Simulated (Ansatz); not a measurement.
AlGaN2 in space group P-4m2 (No. 115; Al on 1c, Ga on 1a, N on 2g), the program Ansatz at the LDA level (PAW). The conduction-band minimum lies at Γ, with 1 equivalent valley. Second derivatives d²E/dk² of the lowest band at one valley (eV·Å²), along Cartesian directions:

| direction | d²E/dk² |
|---|---|
| [100] | 31.00 |
| [010] | 31.00 |
| [001] | 19.45 |
| [110] | 31.01 |
| [101] | 25.23 |
| [011] | 25.23 |

Problem. Find the principal effective masses, the density-of-states mass and the conductivity mass.

Solution. Off-diagonal terms follow from H_xy = H[110] − (H_xx + H_yy)/2, and m*/mₑ = 7.620 eV·Å² over each eigenvalue: 0.25, 0.25, 0.39. One valley's DOS mass (m₁m₂m₃)^(1/3) = 0.29, conductivity mass 3/(Σ 1/mᵢ) = 0.28 mₑ.

Problem. What effective density of states Nc follows at 300 K for parabolic valleys?

Solution. Nc = 2.509e19 × 1 × (0.29)^(3/2) ≈ 3.9e18 cm⁻³.

Problem. With the computed static dielectric constant 9.11 (mean of the diagonal), estimate a hydrogenic donor's binding energy and radius.

Solution. E = 13.606 eV × 0.28/9.11² ≈ 46 meV; a = 0.529 Å × ε/m* ≈ 17 Å. Semilocal masses tend to be too small where the gap is.

The first step of the workflow began from a Materials Project structure, measured or hypothetical; the Crystallography Open Database copy checked does not list it. With Al and Ga taken as one species the cell has the higher symmetry F-43m, so it may be an ordered model of a mixed-site phase. Its standing as an ambient phase is unchecked. Symmetry was held in the LDA relaxation; phonons on a q-mesh show no instability. Scalar-relativistic: spin–orbit coupling is off unless named, which matters more the heavier the elements.

Potentials: the later of the program's two PAW sets.
